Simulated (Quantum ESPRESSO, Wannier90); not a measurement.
# Ni₃Sn (Fm-3m), plane waves to Wannier functions

Structure: Materials Project mp-11523, symmetrised, not relaxed again. COD (Crystallography Open Database) has the formula in 3 space groups, this one among them (matched by group alone). Computed values, not measurements, from PBEsol: Quantum ESPRESSO (norm-conserving PseudoDojo potentials, cutoff 79 Ry, no spin polarisation, no spin-orbit coupling) on a Γ-centred 4×4×4 mesh, then Wannier90. Density: 12×12×12 mesh, cold smearing 0.01 Ry. A non-magnetic state is assumed; magnetic ones were not tried. Spin-orbit coupling is left out although heavy elements are present.

```
begin unit_cell_cart
ang
    0.0000000000    2.9323300000    2.9323300000
    2.9323300000    0.0000000000    2.9323300000
    2.9323300000    2.9323300000    0.0000000000
end unit_cell_cart
mp_grid = 4 4 4
```

### Question
Which shells of neighbouring k-points and which b-vectors and weights does Wannier90 pick for this cell and mesh?

### Answer
```
 *---------------------------------- K-MESH ----------------------------------*
 +----------------------------------------------------------------------------+
 |                    Distance to Nearest-Neighbour Shells                    |
 |                    ------------------------------------                    |
 |          Shell             Distance (Ang^-1)          Multiplicity         |
 |          -----             -----------------          ------------         |
 |             1                   0.463914                      8            |
 |             2                   0.535682                      6            |
 |             3                   0.757569                     12            |
 |             4                   0.888328                     24            |
 |             5                   0.927828                      8            |
 |             6                   1.071364                      6            |
 |             7                   1.167492                     24            |
 |             8                   1.197821                     24            |
       ... (lines left out)
 +----------------------------------------------------------------------------+
 | The b-vectors are chosen automatically                                     |
 | The following shells are used:                       1                     |
 +----------------------------------------------------------------------------+
 |                        Shell   # Nearest-Neighbours                        |
 |                        -----   --------------------                        |
 |                          1               8                                 |
 +----------------------------------------------------------------------------+
 | Completeness relation is fully satisfied [Eq. (B1), PRB 56, 12847 (1997)]  |
 +----------------------------------------------------------------------------+
 |                  b_k Vectors (Ang^-1) and Weights (Ang^2)                  |
 |                  ----------------------------------------                  |
 |            No.         b_k(x)      b_k(y)      b_k(z)        w_b           |
 |            ---        --------------------------------     --------        |
 |             1         0.267841    0.267841   -0.267841     1.742432        |
 |             2         0.267841   -0.267841    0.267841     1.742432        |
 |             3        -0.267841    0.267841    0.267841     1.742432        |
 |             4         0.267841    0.267841    0.267841     1.742432        |
 |             5        -0.267841   -0.267841    0.267841     1.742432        |
 |             6        -0.267841    0.267841   -0.267841     1.742432        |
 |             7         0.267841   -0.267841   -0.267841     1.742432        |
 |             8        -0.267841   -0.267841   -0.267841     1.742432        |
```
